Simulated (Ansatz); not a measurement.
Hf3Ge in space group Fm-3m (No. 225; Ge on 4a, Hf on 4b, Hf on 8c) at seven volumes, PBE (plane waves, PAW; program Ansatz), scaled uniformly. One row is withheld.

```
V (Å³/atom)  P (GPa)
-----------  -------
18.198         12.37
18.798          7.64
19.397             ?
19.997          0.00
20.597         -3.00
21.197         -5.56
21.797         -7.71
```

**Question.** Fit the shown pressures and predict the withheld one.

**Answer.** P = (3/2)B₀(x^(7/2) − x^(5/2))[1 + (3/4)(B′ − 4)(x − 1)] with x = (V₀/V)^(2/3). Least squares on the six rows gives V₀ = 19.999 Å³/atom, B₀ = 108 GPa, B′ = 4.21. At V = 19.397, x = 1.0206 and P = 3.52 GPa. The run itself gave 3.52 GPa.

The cell is a constructed one: a structure type filled with these elements; neither database checked (COD, Materials Project) lists it. Its standing as an ambient phase is unchecked. The cell was relaxed with PBE under the symmetry of its start; its stability against distortions is not shown here. No spin polarisation was allowed. Scalar-relativistic: spin–orbit coupling is off unless named, which matters more the heavier the elements.

Potentials: the later of the program's two PAW sets.
